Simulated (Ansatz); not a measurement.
LiNbO2:
```cif
data_Li2Nb2O4
_chemical_formula_sum 'Li2 Nb2 O4'
_space_group_name_H-M_alt 'P 1'
_space_group_IT_number 1
_cell_length_a 2.89208
_cell_length_b 2.89208
_cell_length_c 10.39264
_cell_angle_alpha 90.000
_cell_angle_beta 90.000
_cell_angle_gamma 120.000
loop_
_space_group_symop_operation_xyz
  'x, y, z'
loop_
_atom_site_label
_atom_site_type_symbol
_atom_site_fract_x
_atom_site_fract_y
_atom_site_fract_z
_atom_site_occupancy
Li1 Li 0.00000 0.00000 0.00000 1
Li2 Li 0.00000 0.00000 0.50000 1
Nb1 Nb 0.33333 0.66667 0.75000 1
Nb2 Nb 0.66667 0.33333 0.25000 1
O1 O 0.33333 0.66667 0.12338 1
O2 O 0.66667 0.33333 0.87662 1
O3 O 0.66667 0.33333 0.62338 1
O4 O 0.33333 0.66667 0.37662 1
```

Relaxed with PBEsol. PBEsol in the plane-wave PAW code Ansatz gives a gap of 1.66 eV.

**Question.** What gap does HSE06 give on the same cell (Ansatz, PAW)?

**Answer.** 2.44 eV, 0.77 eV more. The hybrid was solved on a coarser mesh and at special points; its gap is the smallest among all of these.

```
k  v1 PBEsol  c1 PBEsol  v1 HSE06  c1 HSE06
-  ---------  ---------  --------  --------
Γ       0.00       1.66      0.00      2.44
A      -0.17       1.71       [?]       [?]
K      -0.60       2.13       [?]       [?]
H      -0.62       2.14     -0.63      2.82
M      -1.00       2.63       [?]       [?]
L      -1.15       2.97       [?]       [?]
```

**Question.** Top valence (v1) and lowest conduction level (c1) in eV from each method's valence maximum (which need not be a listed point): supply the withheld HSE06 values.

**Answer.** 
- K, v1 HSE06: -0.61
- K, c1 HSE06: 2.81
- M, v1 HSE06: -1.11
- M, c1 HSE06: 3.80
- A, v1 HSE06: -0.19
- A, c1 HSE06: 2.48
- L, v1 HSE06: -1.27
- L, c1 HSE06: 4.13

Cost on shared cores: the PBEsol run (SCF on a 11×11×3 mesh, then bands and DOS) very roughly 30 core-seconds, the HSE06 run (SCF on 6×6×2, then a few points) very roughly 110 core-seconds; the tasks are unlike.

Space group P6_3/mmc. The first step of the workflow began from a Materials Project structure, measured or hypothetical; the Crystallography Open Database files this formula in space group No. 194, but the cells were not matched. Its standing as an ambient phase is unchecked. The cell was relaxed with PBEsol under the symmetry of its start; whether a distortion lowers the energy is not shown. The run is not spin-polarised. Scalar-relativistic: spin–orbit coupling is off unless named, which matters more the heavier the elements.

Potentials: the later of the program's two PAW sets.
